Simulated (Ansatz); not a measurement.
HgSe:
```xyz
2
Lattice="0.0000 3.1300 3.1300 3.1300 0.0000 3.1300 3.1300 3.1300 0.0000" Properties=species:S:1:pos:R:3 pbc="T T T"
Se     4.6950     4.6950     4.6950
Hg     0.0000     0.0000     0.0000
```

Relaxed with PBE. Special points in fractions of this cell's reciprocal vectors: Γ (0.000, 0.000, 0.000); X (0.500, 0.000, 0.500); U (0.625, 0.250, 0.625); K (0.375, 0.375, 0.750); L (0.500, 0.500, 0.500); W (0.500, 0.250, 0.750).

Q: List the band energies nearest the Fermi level at these points for the program Ansatz at the PBE level (PAW).

A: In eV from the Fermi level; about four levels below and three above (degenerate sets whole), none deeper than 8.9 eV; … stands for higher levels left out; points with the same levels are listed once.

```csv
k,below,above
Γ,-1.05 -0.02 -0.02 -0.02,…
X,-5.80 -4.69 -1.97 -1.97,2.68 3.18 8.24
U,-5.67 -4.79 -2.48 -1.61,2.82 4.48 7.81
L,-5.84 -4.95 -0.84 -0.84,1.09 6.28 6.28
W,-5.62 -4.82 -2.31 -2.11,3.34 5.17 6.00
```

Space group F-43m (zinc blende). The cell was relaxed with PBE under the symmetry of its start; phonons on a q-mesh show no instability. The Fermi level of a semimetal is unsure by some 0.05 eV on such meshes. Scalar-relativistic: spin–orbit coupling is off unless named, which matters more the heavier the elements.

Potentials: the later of the program's two PAW sets.
